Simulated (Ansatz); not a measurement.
A geometry of Bi away from equilibrium: the start of the relaxation of a relaxed Bi cell displaced along its unstable phonon at q = (½, ½, ½) of its primitive reciprocal cell (130i cm⁻¹), largest move 0.15 Å. The numbers are results of r2SCAN (plane waves to 500 eV, PAW, scalar-relativistic; Ansatz, a quantum-chemistry and plane-wave program), not measurements. Γ-centred k-mesh 10×10×10 on the run's cell (coarser than for final values), Fermi–Dirac smearing 0.05 eV.

```xyz
2
Lattice="6.5069 0.0000 0.0000 3.2534 3.2534 0.0000 3.2534 0.0000 3.2534" Properties=species:S:1:pos:R:3:forces:R:3 pbc="T T T" free_energy=-24826.595 pressure_GPa=1.4
Bi     0.0000     0.0000    -0.1500    0.0000    0.0000    0.1460
Bi     3.2534     0.0000     0.1500    0.0000    0.0000   -0.1460
```

Positions in Å, forces in eV/Å, free energy of the cell in eV (comparable only within this code, potentials and settings). Largest force: 0.15 eV/Å, on Bi1, Bi2 (atoms numbered as listed); the geometry lies 0.02 eV/atom above the end of its relaxation.

No spin polarisation in the result.

The run could not lose the symmetry of its start: the end is stationary, and may be a saddle point rather than a minimum.

The end of the path is a generated cell of Bi: the first start was made by placing the elements on the sites of a structure type, and the end was not matched to a known phase here, so it may be hypothetical. Known forms of Bi include space group No. 166.
